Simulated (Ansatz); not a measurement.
# Structure relaxation, TaAs

The start is a relaxed TaAs cell shaken by Gaussian noise of σ = 0.08 Å a coordinate. The cell and all atomic positions are relaxed at zero pressure with r2SCAN (plane waves to 500 eV, PAW, scalar-relativistic; Ansatz, a program for electronic structure). The first steps use a coarse 4×7×4 k-mesh.

Starting cell:
```yaml
crystal:
  lattice:
    - [6.25672, 0.00000, 0.00000]
    - [0.00000, 3.50886, 0.00000]
    - [0.00000, 0.00000, 6.47929]
  atoms:
    - { symbol: Ta, position: [0.99358, 0.25499, 0.18167] }
    - { symbol: Ta, position: [0.50403, 0.21706, 0.32387] }
    - { symbol: Ta, position: [0.00739, 0.77984, 0.82532] }
    - { symbol: Ta, position: [0.50747, 0.76608, 0.66978] }
    - { symbol: As, position: [0.17140, 0.29851, 0.59206] }
    - { symbol: As, position: [0.69345, 0.20100, 0.92453] }
    - { symbol: As, position: [0.79257, 0.69625, 0.43018] }
    - { symbol: As, position: [0.31201, 0.75247, 0.04838] }
```

Question: What pressure does the first self-consistent step give?

Answer: +5 GPa (positive: the cell is compressed).

Question: Which atoms feel the largest initial force, and how large is it?

Answer: About 3.4 eV/Å, on Ta4 (atoms numbered as listed).

Question: How much energy is released per atom?

Answer: 0.19 eV/atom.

Question: Is the parent structure recovered?

Answer: It returns to the parent structure, Pnma (No. 62).

Question: How do the shortest distances between atoms change?

Answer: The closest pairs of elements (up to four, under 3.6 Å), start → end: As–Ta 2.38 → 2.57 Å; Ta–Ta 2.74 → 2.95 Å; As–As 2.94 → 3.18 Å.

Question: Is the relaxed structure metallic? Give its gap.

Answer: No gap (metallic).

The end point of the relaxation:

Space group Pnma (No. 62); a = 6.2566 Å, b = 3.5086 Å, c = 6.4795 Å, α = β = γ = 90.00°

```csv
atom,site,symmetry,x,y,z
Ta,4c,.m.,0.4937,0.2500,0.3168
As,4c,.m.,0.1964,0.7500,0.4234
```

Final values are on a 8×13×7 k-mesh of the relaxed cell. No spin polarisation in the result.

The relaxed structure here is a generated cell of TaAs: the first start was made by placing the elements on the sites of a structure type, and the end was not matched to a known phase here, so it may be hypothetical. Known forms of TaAs include space group No. 109.
